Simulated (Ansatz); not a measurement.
## Computed properties of Lu$_{2}$CdS$_{4}$

Lu2CdS4:
```cif
data_Cd2Lu4S8
_chemical_formula_sum 'S8 Lu4 Cd2'
_space_group_name_H-M_alt 'P 1'
_space_group_IT_number 1
_cell_length_a 7.82020
_cell_length_b 7.82020
_cell_length_c 7.82020
_cell_angle_alpha 60.000
_cell_angle_beta 60.000
_cell_angle_gamma 60.000
loop_
_space_group_symop_operation_xyz
  'x, y, z'
loop_
_atom_site_label
_atom_site_type_symbol
_atom_site_fract_x
_atom_site_fract_y
_atom_site_fract_z
_atom_site_occupancy
S1 S 0.88316 0.88316 0.88316 1
S2 S 0.89949 0.36684 0.36684 1
S3 S 0.88316 0.88316 0.35051 1
S4 S 0.36684 0.89949 0.36684 1
S5 S 0.35051 0.88316 0.88316 1
S6 S 0.36684 0.36684 0.36684 1
S7 S 0.88316 0.35051 0.88316 1
S8 S 0.36684 0.36684 0.89949 1
Lu1 Lu 0.12500 0.12500 0.12500 1
Lu2 Lu 0.62500 0.12500 0.12500 1
Lu3 Lu 0.12500 0.12500 0.62500 1
Lu4 Lu 0.12500 0.62500 0.12500 1
Cd1 Cd 0.50000 0.50000 0.50000 1
Cd2 Cd 0.75000 0.75000 0.75000 1
```

Space group Fd-3m (No. 227), spinel; conventional cell a = 11.059 Å, b = 11.059 Å, c = 11.059 Å, α = 90.00°, β = 90.00°, γ = 90.00°.

Method: plane-wave PAW r²SCAN (Ansatz code). The cell and atoms are relaxed at this level. Other levels are named where they apply.

### Cell and energy

- Volume per atom = 24.16 Å³
- Density = 5.80 g/cm³
- Formation energy from the elements (no fitted shifts) = -1.92 eV/atom

### Electronic structure

- Band gap = 1.56 eV (direct)
- Valence-band maximum = at Γ
- Conduction-band minimum = at Γ
- Electron effective mass = 0.25 mₑ (isotropic)
- Electron effective mass with spin–orbit coupling = 0.25 mₑ (isotropic)
- Hole effective mass, band 1 of 3 at the edge = 0.86 along [100], 3.2 along [110], 1.7 along [111] (mₑ)
- Hole effective mass, band 2 of 3 at the edge = 0.86 along [100], 0.86 along [110], 1.7 along [111] (mₑ)
- Hole effective mass, band 3 of 3 at the edge = 0.26 along [100], 0.21 along [110], 0.20 along [111] (mₑ)
- Hole effective mass with spin–orbit coupling, band 1 of 2 at the edge = 0.86 along [100], 1.4 along [110], 1.8 along [111] (mₑ)
- Hole effective mass with spin–orbit coupling, band 2 of 2 at the edge = 0.34 along [100], 0.29 along [110], 0.28 along [111] (mₑ)
- HSE06 gap on the r²SCAN cell = 2.14 eV
- Gap with spin–orbit coupling = 1.52 eV

### Mechanics

* **Bulk modulus (Birch–Murnaghan fit)**: 71.5 GPa
* **Pressure derivative B′**: 4.3

### Charges

* **Bader charges**: S -1.26, Lu +2.01, Cd +1.01 e

The workflow started from an entry of the Crystallography Open Database (COD). Whether it is the stable phase at ambient conditions was not checked. Symmetry was held in the r²SCAN relaxation; whether a distortion lowers the energy is not shown. The references are the lowest solids computed at this level, not always the standard phases. Scalar-relativistic: spin–orbit coupling is off unless named, which matters more the heavier the elements.

Potentials: the later of the program's two PAW sets.
